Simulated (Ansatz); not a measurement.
TiN:
```cif
data_NTi
_chemical_formula_sum 'Ti1 N1'
_space_group_name_H-M_alt 'P 1'
_space_group_IT_number 1
_cell_length_a 3.00283
_cell_length_b 3.00283
_cell_length_c 3.00283
_cell_angle_alpha 60.000
_cell_angle_beta 60.000
_cell_angle_gamma 60.000
loop_
_space_group_symop_operation_xyz
  'x, y, z'
loop_
_atom_site_label
_atom_site_type_symbol
_atom_site_fract_x
_atom_site_fract_y
_atom_site_fract_z
_atom_site_occupancy
Ti1 Ti 0.00000 0.00000 0.00000 1
N1 N 0.50000 0.50000 0.50000 1
```

Relaxed with PBE.

**Question.** Decompose the optical modes at the zone centre into irreducible representations, and say which are infrared and Raman allowed.

**Answer.** Point group m-3m: Γ_opt = T1u. Infrared: T1u. Raman: none.

**Question.** Assign frequencies (DFPT, DFT-PBE in the program Ansatz with PAW potentials).

**Answer.** T1u 504 cm⁻¹.

Space group Fm-3m (rock salt). The PBE relaxation kept the symmetry of its start; phonons on a q-mesh show no instability. No spin polarisation was allowed. With an odd number of electrons in the cell and no spin polarisation, the count alone makes it a metal. As this level gives no gap, phonon frequencies hold no LO–TO term and depend on the k-mesh and smearing (Fermi–Dirac, 0.1 eV here).

Potentials: the later of the program's two PAW sets.
